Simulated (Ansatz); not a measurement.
TaGa$_{3}$:
```
TaGa3
1.0
   -1.88799     1.88799     4.31823
    1.88799    -1.88799     4.31823
    1.88799     1.88799    -4.31823
Ta Ga
1 3
Direct
  0.00000   0.00000   0.00000
  0.50000   0.50000   0.00000
  0.75000   0.25000   0.50000
  0.25000   0.75000   0.50000
```

Relaxed with PBEsol. Special points in fractions of this cell's reciprocal vectors: Γ (0.000, 0.000, 0.000); X (0.000, 0.000, 0.500); P (0.250, 0.250, 0.250); N (0.000, 0.500, 0.000); M (0.500, 0.500, -0.500); S (0.298, 0.702, -0.298); S0 (-0.298, 0.298, 0.298); R (-0.096, 0.096, 0.500); G (0.500, 0.500, -0.096).

Question: List the band energies nearest the Fermi level at these points for the program Ansatz at the PBEsol with spin–orbit coupling level (PAW).

Answer: In eV from the Fermi level; about four levels below and three above (degenerate sets whole), none deeper than 8.9 eV; points with the same levels are listed once.

```
k                                below                above
-  -----------------------------------  -------------------
Γ  -2.62 -2.62 -2.62 -2.62 -0.44 -0.44  0.53 0.53 1.02 1.02
X              -3.75 -3.75 -2.59 -2.59  1.50 1.50 1.69 1.69
P              -3.12 -3.12 -2.48 -2.48  0.41 0.41 1.50 1.50
N              -1.69 -1.69 -0.48 -0.48  1.18 1.18 1.94 1.94
M              -1.93 -1.93 -1.44 -1.44  0.03 0.03 0.16 0.16
S              -1.84 -1.84 -0.33 -0.33  0.26 0.26 1.18 1.18
R              -2.99 -2.99 -2.42 -2.42  0.95 0.95 1.77 1.77
```

Space group I4/mmm. The first step of the workflow began from a Materials Project structure, measured or hypothetical; the Crystallography Open Database files this formula in space group No. 139, but the cells were not matched. Its standing as an ambient phase is unchecked. Symmetry was held in the PBEsol relaxation; of distortions, only those at the zone centre were tested. The run is not spin-polarised.

Potentials: the later of the program's two PAW sets.
